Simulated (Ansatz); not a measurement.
Input:

In₂GaAs₃:
```xyz
6
Lattice="-2.1034 2.1034 8.9885 2.1034 -2.1034 8.9885 2.1034 2.1034 -8.9885" Properties=species:S:1:pos:R:3 pbc="T T T"
In     0.0000     0.0000     6.0622
In     0.0000     0.0000    11.9147
Ga     0.0000     0.0000     0.0000
As     2.1034     0.0000     4.4942
As     0.0000     2.1034     1.3469
As     0.0000     2.1034     7.6416
```

This is the r²SCAN-relaxed structure. x, y and z are the axes in which the lattice vectors are written.

Problem. All from r²SCAN in the plane-wave PAW code Ansatz, unless another level is named. Predict the hole effective mass, band 1 of 2 at the edge.

Solution. 2.4 along x, 0.39 along z (mₑ).

Problem. Give the gap with spin–orbit coupling.

Solution. 0.09 eV.

Problem. Next, the band gap?

Solution. 0.20 eV (direct).

Problem. And the HSE06 gap on the r²SCAN cell?

Solution. 0.50 eV.

Space group I-4m2. The workflow started from a Materials Project entry (that database holds measured and hypothetical structures alike); the Crystallography Open Database copy checked does not list it. With In and Ga taken as one species the cell has the higher symmetry F-43m, so it may be an ordered model of a mixed-site phase. Whether it is the stable phase at ambient conditions was not checked. The cell was relaxed with r²SCAN under the symmetry of its start; its stability against distortions is not shown here. Spin–orbit coupling is left out wherever it is not named.

Potentials: the later of the program's two PAW sets.
